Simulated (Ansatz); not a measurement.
In₄SbAs₃: stable or not

The cell was found from a structure generator's guess, not taken from experiment.

Theory: Ansatz, DFT PBE, scalar-relativistic, plane waves, PAW. The final run on the 8-atom cell used 420 eV, a Γ-centred 6×6×6 mesh, 0.10 eV smearing and no spin polarisation.

```xyz
8
Lattice="6.3023 0.0000 0.0000 0.0000 6.3023 0.0000 0.0000 0.0000 6.3023" Properties=species:S:1:pos:R:3 pbc="T T T"
In    1.5258    4.7765    1.5258
In    1.5258    1.5258    4.7765
In    4.7765    4.7765    4.7765
In    4.7765    1.5258    1.5258
Sb    3.1512    3.1512    3.1512
As    3.1512    0.0000    0.0000
As    0.0000    0.0000    3.1512
As    0.0000    3.1512    0.0000
```

Energies over the elements count from the elements' standard structures at the same level, with no fitted energy shifts.

Q: These tests were run: energy against the elements; phonons at Γ. What do they show?

A:

| test | result |
| --- | --- |
| energy against the elements | −0.20 eV/atom |
| phonons at Γ | lowest optical mode 46 cm⁻¹ |

It fails none of these tests. Whether a mixture of other phases lies lower isn't tested here. Phonons away from Γ weren't computed.

Spin–orbit coupling, which can matter for Sb, is left out. The reference form of As is held partly by dispersion forces, which this level lacks. The run for the phonons used a 6×6×6 k mesh and Fermi–Dirac smearing of 0.15 eV.
